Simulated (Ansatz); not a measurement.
ZrB$_{2}$:
```xyz
3
Lattice="3.1711 0.0000 0.0000 -1.5855 2.7462 0.0000 0.0000 0.0000 3.5422" Properties=species:S:1:pos:R:3 pbc="T T T"
Zr     0.0000     0.0000     0.0000
B      0.0000     1.8308     1.7711
B      1.5855     0.9154     1.7711
```

Relaxed with PBE.

Q: Map the electron localisation function on the plane through (0.000, 0.000, 0.000) spanned by u = [0, 0, 1] and v = [1, -1, 0] in lattice vectors, from plane-wave PAW PBE (Ansatz code).

A: x is the fraction of u, y of v (the angle between them is 90°; rows are the nearest grid lines); atoms in the plane: Zr at (0.00, 0.00), B at (0.50, 0.33), B at (0.50, 0.67).
```
| :#@%=.......=%@#: |
|:=%@%-...:...-%@%=:|
|#%@@*:..:::..:*@@%#|
|##+-..-=+++=-..-+##|
|--:.:-+*****+-:.:--|
|...:=*#*+++*#*=:...|
|::-+*##+-:-+##*+-::|
|==+*##*-   -*##*+==|
|==+#%%*:   :*%%#+==|
|--=*#%#*=-=*#%#*=--|
|::-+*%%%%%%%%%*+-::|
|::-=*#%@@@@@%#*=-::|
|::-=*#%@@@@@%#*=-::|
|::-+*%%%%%%%%%*+-::|
|--=*#%#*=-=*#%#*=--|
|==+#%%*:   :*%%#+==|
|==+*##*-   -*##*+==|
|::-+*##+-:-+##*+-::|
|...:=*#*+++*#*=:...|
|--:.:-+*****+-:.:--|
|##+-..-=+++=-..-+##|
|#%@@*:..:::..:*@@%#|
|:=%@%-...:...-%@%=:|
| :#@%=.......=%@#: |
```
Scale: ten equal steps from 0.000 (start of ' ') to 0.857 (end of '@'), in the order ' .:-=+*#%@'; x runs from 0.000 to 1.00, y from 0.000 (bottom) to 1.00 (top).

The density is the valence pseudo-density with augmentation charge, so density and ELF within about 1 Å of a nucleus are not all-electron values.

Space group P6/mmm. The cell was relaxed with PBE under the symmetry of its start; phonons on a q-mesh show no instability. The run is not spin-polarised.

Potentials: the later of the program's two PAW sets.
